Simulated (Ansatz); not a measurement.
Relaxed CuI (zinc blende):

```
CuI
1.0
    0.00000     6.02303     6.02303
    3.01151     0.00000     3.01151
    3.01151     3.01151     0.00000
I Cu
2 2
Direct
  0.37500   0.75000   0.75000
  0.87500   0.75000   0.75000
  0.00000   0.00000   0.00000
  0.50000   0.00000   0.00000
```

In each cell atom 2 (I, nearest neighbour Cu at 2.608 Å; its periodic images, 4.3 Å or more away, move with it) moves by s·(0.577, 0.577, 0.577) (towards the nearest neighbour), the rest being held.

The numbers are results of r2SCAN (plane waves to 500 eV, PAW, scalar-relativistic; Ansatz, a program for electronic structure), not measurements. k mesh 4×8×8 (Γ-centred), Fermi-Dirac smearing 0.05 eV. E stands for the smeared free energy. CuI is run without spin polarisation. CuI was relaxed with its symmetry unable to fall. Spin-orbit coupling is left out, though I is heavy. The zero of ΔE is the undisplaced structure.

```csv
s (Å),ΔE (meV/cell)
-0.260,84.2
-0.208,57.6
-0.156,34.7
-0.104,16.6
-0.052,4.5
0.000,0.0
0.052,5.2
0.104,22.5
0.156,54.8
0.208,106.0
0.260,180.7
```

Question: What force constant k = d²E/ds² at s = 0 does the table give?

Answer: 3.5 eV/Å². It is the second difference of the nearest points, corrected with the next pair.

Question: With k = 3.55 eV/Å² from the forces, is the well harmonic out to s = 0.260 Å?

Answer: ½ks² = 120.0 meV/cell against the computed 180.7 meV/cell, so the well is stiffer than harmonic there.

(A displaced cell: forces are minus the slopes of the energy, force constants its curvatures, and phonons follow from these.)
